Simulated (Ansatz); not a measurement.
**SiW: which magnetic state is lowest?**

The calculation used Ansatz, DFT r2SCAN, scalar-relativistic, plane waves, PAW.

```xyz
2
Lattice="0.0000 2.7906 2.7906 2.7906 0.0000 2.7906 2.7906 2.7906 0.0000" Properties=species:S:1:pos:R:3 pbc="T T T"
W     0.0000    0.0000    0.0000
Si    1.3953    1.3953    1.3953
```

| Quantity | Value |
| --- | --- |
| plane-wave cutoff | 500 eV |
| Γ-centred k-mesh | 14×14×14 |
| occupation rule | Gaussian smearing, 0.1 eV |
| list of starting moments (μB, in atom order) | 2.5 0 |
| check for lower electronic states after the SCF | off |

All runs keep this geometry, which isn't relaxed for the lowest state (largest force there 0.000 eV/Å, pressure 0.6 GPa) and needn't be a stable compound; relaxing each order can shift differences of a few meV. Spin–orbit coupling is left out, which for heavy magnetic ions can matter as much as these differences. r2SCAN tends to overstate moments in metals, so a weak moment here may be absent in the real material. Site moments are spin moments in atom-centred spheres that scale with the neighbour distance. The states are those that the runs reached from these starts; a lower one can exist. No antiferromagnetic start is among these.

Order the starts by the energy of the state that they reach, lowest first.
A. no spin
B. large parallel starting moments

B (0.00 meV/atom), A (0.35 meV/atom).

```csv
start,ends,energy above lowest (meV/atom),site moments (μB),gap on mesh (eV),P (GPa)
no spin,non-magnetic,0.35,none over 0.05,metal,-1.6
large parallel starting moments,ferromagnetic,0.00,W +0.68,metal,0.6
```

Cost: 2 runs of about 1.4 core-minutes in all, on Arm Neoverse V1 (shared hosts).